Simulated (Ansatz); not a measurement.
# Calculated with Ansatz: RbPb$_{4}$Cl, single run

Input:

```yaml
crystal:
  lattice:
    - [0.0, 4.756521, 4.756521]
    - [4.756521, 0.0, 4.756521]
    - [4.756521, 4.756521, 0.0]
  atoms:
    - { symbol: Rb, position: [0.5, 0.5, 0.5] }
    - { symbol: Cl, position: [0.0, 0.0, 0.0] }
    - { symbol: Pb, position: [0.127, 0.127, 0.127] }
    - { symbol: Pb, position: [0.619, 0.127, 0.127] }
    - { symbol: Pb, position: [0.127, 0.127, 0.619] }
    - { symbol: Pb, position: [0.127, 0.619, 0.127] }
  symmetry: { tolerance: 0.0003 }
kpoints:
  mp_grid: { grid: [4, 4, 4], shift: [0, 0, 0] }
magnetization:
  spin_polarized: false
scf:
  occupations: { method: fermi_dirac }
  convergence: { dr2_threshold: 1.0e-11 }
hamiltonian:
  pseudopotentials: { kind: paw }
  xc: pbesol
basis:
  ecutwfc: 420
output:
  forces: true
  stress: true
  eigenvalues: true
```

The command:

```bash
ansatz run input.yaml --threads 1 --pin off --max-ram 2560MiB --backend cpu --events-out ev --progress --plain --runs-dir out
```

Origin of the cell: a known structure type with other elements, at an estimated volume, so it need not be a known compound.

The smearing width isn't typed, so it takes its default of 0.1 eV.

Output (shortened):

```
Pseudopotentials: kind: paw
Pseudopotential: Rb, paw, valence charge 9, recommended cutoff 420 eV (normal), Rb.paw.azcp
Pseudopotential: Cl, paw, valence charge 7, recommended cutoff 420 eV (normal), Cl.paw.azcp
Pseudopotential: Pb, paw, valence charge 14, recommended cutoff 420 eV (normal), Pb.paw.azcp
Functional definition: PBEsol
  exchange = pbesol_x
  correlation = pbesol_c
Crystal: 6 atoms, lattice volume = 215.228 Å³
Basis set: ecut = 420 eV, 4279 PW (Γ), exchange–correlation on 90×90×90 points (8 copies of the dense FFT grid, shifted against one another)
Bands: 44, of which v1, the nominal top of the filled ones, is band 36 counted from 1 (35 counted from 0)
Symmetry: 24 space group operations
Space group: F-43m (ITA 216), of the structure as read, at distance tolerance 1.8e-3 Å
k-points: 8 of 64 (time reversal used)
[… 8 lines left out …]
Initial density: superposition of atomic densities (neutral atoms: chi_scale 0, normalization atom), corrected by the library's trained network
Functional: x = pbesol(κ = 0.804, μ = 0.123457), c = pbesol(β = 0.046)
SCF iter   1: F=—  HF=-51285.406803 eV  Δρ=4.15e-3  dr2=5.19e-2
SCF iter   2: F=—  HF=-51285.416363 eV  Δρ=2.70e-3  dr2=1.94e-2  defer=3
SCF iter   3: F=—  HF=-51285.412165 eV  Δρ=1.05e-3  dr2=7.04e-3  defer=3
SCF iter   4: F=—  HF=-51285.411424 eV  Δρ=6.17e-4  dr2=1.32e-3  defer=3
SCF iter   5: F=—  HF=-51285.411208 eV  Δρ=2.19e-4  dr2=2.71e-4  defer=3
SCF iter   6: F=—  HF=-51285.411141 eV  Δρ=4.92e-5  dr2=7.27e-6  defer=3
SCF iter   7: F=—  HF=-51285.411146 eV  Δρ=1.14e-5  dr2=5.48e-7  defer=3
SCF iter   8: F=—  HF=-51285.411045 eV  Δρ=2.26e-6  dr2=1.41e-8  defer=2
SCF iter   9: F=—  HF=-51285.411045 eV  Δρ=5.95e-7  dr2=8.59e-10  defer=2
SCF iter  10: F=—  HF=-51285.411045 eV  Δρ=1.29e-7  dr2=4.66e-11  defer=2
SCF iter  11: F=-51285.411045 eV  HF=-51285.411045 eV  Δρ=4.79e-8  dr2=6.06e-12
SCF 1 converged in 11 iterations: F = -51285.411045 eV  dr2 = 6.06e-12
SCF converged after 11 iterations
Free energy (F): -51285.411045 eV
Harris-Foulkes:  -51285.411045 eV  (|F-HF|=1.46e-11)
Internal energy: -51285.170514 eV  (E = F + TS)
E sigma→0 (E₀):  -51285.290779 eV
Entropy (-TS):   -0.240531 eV (-40.089 meV/atom)
Fermi energy:    7.159170 eV
--- Per-component energies (eV) ---
  E_band       = -467.664321
  E_kinetic    = 1553.201530
  E_local      = -7295.124630  (includes V_loc(G=0)·N_el)
  E_nonlocal   = 1615.099472
  E_hartree    = 2923.077373
  E_xc         = -1122.317177
  E_vxc        = -803.066141  (∫ρ·V_xc dr)
  E_paw        = -44238.334635  (= ΣΔE_a)
  E_vpaw       = -1383.929585  (= ΣTr[D̂ρ^β])
  E_aug_tail   = 0.000271  (compensation charges beyond the density's cutoff)
  E_ewald      = -4721.223286
  E_core_change = 0.450569  (= ΣΔE_core)
  E_smearing   = -0.240531  (= −TS)
  Σ components = -51285.411045   (vs F -51285.411045, Δ=0.00e0)
--- Forces (eV/Å), atoms counted from 1 ---
  atom   1  Rb    -0.000000     0.000000     0.000000
  atom   2  Cl     0.000000    -0.000000     0.000000
  atom   3  Pb     5.874195     5.874195     5.874195
  atom   4  Pb     5.874195    -5.874195    -5.874195
  atom   5  Pb    -5.874195    -5.874195     5.874195
  atom   6  Pb    -5.874195     5.874195    -5.874195
  max |Σ_I F_I| component: 1.78e-15 eV/Å
--- Stress (GPa, compression-positive) ---
       24.244124       0.000000       0.000000
        0.000000      24.244124      -0.000000
        0.000000      -0.000000      24.244124
  P = ⅓ Tr σ = 24.2441 GPa (242.441 kbar)
```

Caveats: no spin, though holes on the anions or broken bonds may carry moments; no spin-orbit coupling, though heavy elements are present; the given cell is far from equilibrium, with atoms too close or a volume far off.

The run took 3.1 s on 1 thread of AMD EPYC 9R45 96-Core Processor (Zen 5), with other jobs on the host, peak memory 0.49 GiB, from the program's own first density.
